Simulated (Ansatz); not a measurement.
Relaxation of a generated cell, TaAs placed in the AFLOW prototype AB_cF16_227_a_b (B32, as in NaTl); 4 atoms in the cell, which starts as Fd-3m, origin choice 1 (No. 227), cF16; a = b = c = 6.6935 Å, α = β = γ = 90.00°. The numbers are results of r2SCAN (plane waves to 500 eV, PAW, scalar-relativistic; Ansatz, a program for electronic structure), not measurements. Γ-centred k-mesh 6×6×6 on the run's cell (coarser than for final values), Fermi–Dirac smearing 0.05 eV. This is the first round of the run. 

The optimiser's lines from the output (shortened; P is positive under compression):

```
relax step   1: F+E_penalty+E_count = -29618.24144944 eV  Δ(F+E_penalty+E_count) = +0.000e0 eV  max|allowed force component| = 5.349e-18 eV/Å  Δτ_max = 0.0000 Å  P = -12.124 GPa  Ω = 74.971 Å³  (9 SCF iters, dr2 threshold 1.00e-7 eV, accepted)
relax step   2: F+E_penalty+E_count = -29618.37305329 eV  Δ(F+E_penalty+E_count) = -1.316e-1 eV  max|allowed force component| = 2.342e-17 eV/Å  Δτ_max = 0.0000 Å  P = +11.021 GPa  Ω = 64.532 Å³  (7 SCF iters, dr2 threshold 4.00e-7 eV, accepted)
relax step   3: F+E_penalty+E_count = -29618.50249775 eV  Δ(F+E_penalty+E_count) = -1.294e-1 eV  max|allowed force component| = 1.590e-17 eV/Å  Δτ_max = 0.0000 Å  P = -1.274 GPa  Ω = 69.114 Å³  (7 SCF iters, dr2 threshold 4.00e-7 eV, accepted)
relax step   4: F+E_penalty+E_count = -29618.50477356 eV  Δ(F+E_penalty+E_count) = -2.276e-3 eV  max|allowed force component| = 1.879e-17 eV/Å  Δτ_max = 0.0000 Å  P = -0.092 GPa  Ω = 68.610 Å³  (5 SCF iters, dr2 threshold 4.00e-7 eV, accepted)
relax step   5: F+E_penalty+E_count = -29618.50479353 eV  Δ(F+E_penalty+E_count) = -1.996e-5 eV  max|allowed force component| = 1.821e-17 eV/Å  Δτ_max = 0.0000 Å  P = +0.001 GPa  Ω = 68.571 Å³  (5 SCF iters, dr2 threshold 2.11e-8 eV, accepted)
relax step   6: F+E_penalty+E_count = -29618.50362087 eV  Δ(F+E_penalty+E_count) = +1.173e-3 eV  max|allowed force component| = 2.342e-17 eV/Å  Δτ_max = 0.0000 Å  P = -0.009 GPa  Ω = 68.571 Å³  stress off target by 9.33e-3 GPa  SCF on the basis re-selected at this cell (its energy is not comparable with the rows above)  (7 SCF iters)
```

From the first to the last row the energy changes by -0.07 eV/atom and the volume by -8.5 %. The last row is marked as not comparable with the walk above it, whose basis was carried along; it does compare with step 1, since both stand on a basis selected at the nominal cutoff for their own cell.

Later rounds, restarted from the end of this one on a renewed k-mesh, logged 4 more steps and released under 0.01 eV/atom more. The final structure after all rounds: Fd-3m, origin choice 1 (No. 227), cF16, AFLOW prototype AB_cF16_227_a_b (B32, as in NaTl); a = b = c = 6.496 Å, α = β = γ = 90.00°. Between re-selections the logged energies stand on a plane-wave basis carried along with the cell. No spin polarisation in the result.

The run could not lower the symmetry of its start; a shaken copy of this end point relaxes with r2SCAN to Cmce (No. 64), 0.58 eV/atom lower.

The relaxed structure here is a generated cell of TaAs: the first start was made by placing the elements on the sites of a structure type, and the end was not matched to a known phase here, so it may be hypothetical. Known forms of TaAs include space group No. 109.
